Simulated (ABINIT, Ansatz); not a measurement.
This is a calculation of Sr2SO for Ansatz 0.2.0. Atoms were shifted at random by some hundredths of an Å from the given cell, which wasn't relaxed again for these runs. The cell comes from a database or a generator and needn't be the stable form of this composition.

input.yaml

```yaml
crystal:
  lattice:
    - [4.043237, 0.0, 0.0]
    - [0.0, 4.043237, 0.0]
    - [0.0, 0.0, 5.718]
  atoms:
    - { symbol: Sr, position: [0.50336, 0.497351, 0.502585] }
    - { symbol: Sr, position: [-0.010985, -0.008907, -0.000438] }
    - { symbol: S, position: [0.006865, 0.001376, 0.499343] }
    - { symbol: O, position: [0.495745, 0.494303, -0.000923] }
hamiltonian:
  xc: pbe
  pseudopotentials: { kind: paw }
kpoints:
  mp_grid: { grid: [7, 7, 5] }
scf:
  occupations: { method: fermi_dirac, width: 0.05 }
output:
  forces: true
  stress: true
  eigenvalues: true
  write_density: true
  write_potential: true
  elf: true
  volumetric_format: npy
```

Potentials or basis: Ansatz PAW.

Run with:

```console
$ ansatz run input.yaml --threads 2 --pin off --max-ram 5120MiB --backend cpu --events-out ev --progress --plain --runs-dir out
```

Translate it to ABINIT 10.8.3 (patched build). Potentials or basis there: JTH PAW PBE v2.0, cutoff 626 eV.

As run (cutoffs and basis follow the program's own potentials, and thresholds, step limits or extra output files can differ):

Contents of run.abi:

```
# Pseudopotentials
pp_dirpath "./"
pseudos "Sr.GGA_PBE-JTH.xml, S.GGA_PBE-JTH.xml, O.GGA_PBE-JTH.xml"

# Structure
acell 7.640610587 7.640610587 10.8054539806
rprim
     1.0000000000     0.0000000000     0.0000000000
     0.0000000000     1.0000000000     0.0000000000
     0.0000000000     0.0000000000     1.0000000000
ntypat 3
znucl 38 16 8
natom 4
typat 1 1 2 3
xred
     0.5033600000     0.4973510000     0.5025850000
    -0.0109850000    -0.0089070000    -0.0004380000
     0.0068650000     0.0013760000     0.4993430000
     0.4957450000     0.4943030000    -0.0009230000
chkprim 0
chksymtnons 0
tolsym 1.0e-6

# Plane-wave basis
ecut 625.861884 eV
pawecutdg 45.0

# k points
kptopt 1
ngkpt 7 7 5
nshiftk 1
shiftk 0.0 0.0 0.0

# Exchange and correlation
ixc 11

# Bands and occupations
nband 20
occopt 3
tsmear 0.00183747

# SCF cycle
nstep 100
tolvrs 1.0e-9

# Output
iomode 3
prtwf 0
prtden 0
prteig 0
prtebands 0
```

Potentials or basis: JTH PAW PBE v2.0.

Launch:

```bash
$ abinit run.abi > log 2>&1
```

Both were run:

|  | Ansatz | ABINIT |
| --- | --- | --- |
| Pressure | -0.2 GPa | -0.3 GPa |
| Largest force | 0.130 eV/Å | 0.131 eV/Å |
| Energy over the undisturbed cell | 0.8 meV/atom | 0.9 meV/atom |

Ansatz's pressure holds a Pulay term of +0.13 GPa for its cutoff of 420 eV, which the other run lacks.

Where Ansatz's input types no cutoff or centring, it takes its own default and a Γ-centred mesh.

Pressure is positive in compression.
